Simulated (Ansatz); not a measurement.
Input and command of a plane-wave DFT calculation in Ansatz:

```yaml
crystal:
  lattice:
    - [8.818651, 0.240582, 0.292281]
    - [0.240582, 8.958434, 0.220553]
    - [0.292281, 0.220553, 8.85651]
  atoms:
    - { symbol: As, position: [0.0571683415, 0.6379501278, 0.6756481596] }
    - { symbol: As, position: [0.2511366716, 0.9777933707, 0.0062193126] }
    - { symbol: As, position: [0.6992000163, 0.6894719134, 0.5432847723] }
    - { symbol: As, position: [0.0978873718, 0.8987083593, 0.5822563938] }
    - { symbol: As, position: [0.5279192856, 0.4351019587, 0.4565825815] }
    - { symbol: As, position: [0.5805416954, 0.4536840133, 0.1446976102] }
    - { symbol: As, position: [0.7767887651, 0.5797101186, 0.776818746] }
    - { symbol: As, position: [0.887598939, 0.3417556239, 0.6269342101] }
    - { symbol: As, position: [0.2290993082, 0.2484792811, 0.8453278533] }
    - { symbol: As, position: [0.6163458702, 0.0825744173, 0.4038359866] }
    - { symbol: S, position: [0.5383788973, 0.8731100827, 0.0877814357] }
    - { symbol: S, position: [0.157687422, 0.3332750165, 0.6211786591] }
    - { symbol: S, position: [0.3188647454, 0.6646533516, 0.3060387955] }
    - { symbol: Se, position: [0.9185346298, 0.0373637129, 0.4293832983] }
    - { symbol: Se, position: [0.0205687687, 0.9176846095, 0.9448716057] }
    - { symbol: Se, position: [0.8227959857, 0.5234361444, 0.1299170361] }
    - { symbol: Se, position: [0.7434672266, 0.1128393839, 0.1670828058] }
    - { symbol: Se, position: [0.5533800188, 0.8789771024, 0.8463973034] }
    - { symbol: Se, position: [0.3296059818, 0.5946047342, 0.9268384538] }
    - { symbol: Se, position: [0.3581993248, 0.6715724386, 0.5482574222] }
    - { symbol: Se, position: [0.9560701825, 0.537569302, 0.4498529685] }
    - { symbol: Se, position: [0.1846758789, 0.9887767517, 0.295347174] }
    - { symbol: Se, position: [0.1796668353, 0.4171268707, 0.0660198286] }
    - { symbol: Se, position: [0.4957751339, 0.248031988, 0.7243893013] }
    - { symbol: Se, position: [0.3683687483, 0.223025745, 0.3141742767] }
  symmetry: { detect: false }
basis:
  ecutwfc: 420
  xc_grid: 1
kpoints:
  mp_grid: { grid: [1, 1, 1], shift: [0.25, 0.25, 0.25] }
hamiltonian:
  xc: pbe
  dispersion: d3bj
scf:
  occupations: { method: fermi_dirac, width: 0.05 }
  lower_state_search: "off"
  convergence: { dr2_threshold: 1.0e-05 }
output:
  forces: true
  stress: true
md:
  timestep: 3.0
  n_steps: 36
  ensemble: nvt_langevin
  friction: 0.03
  temperature: 300.0
  initial_velocities: maxwell_boltzmann
  seed: 64759
```

```bash
ansatz run input.yaml --threads 2 --pin off --max-ram 5120MiB --backend cpu --events-out ev --progress --plain --runs-dir out
```

Processor: Arm Neoverse V2, 2 threads, on a host shared with other jobs.

Task: How long does it run, and how much memory does it take?

Result: About 5.3 min on 2 threads of Arm Neoverse V2, with other jobs on the host, peak memory 1.1 GiB. It solves 216 bands at 1 k points (the mesh reduced by the symmetry that the task leaves, which can be less than the crystal's) with about 13639 plane waves, in 152 SCF iterations.
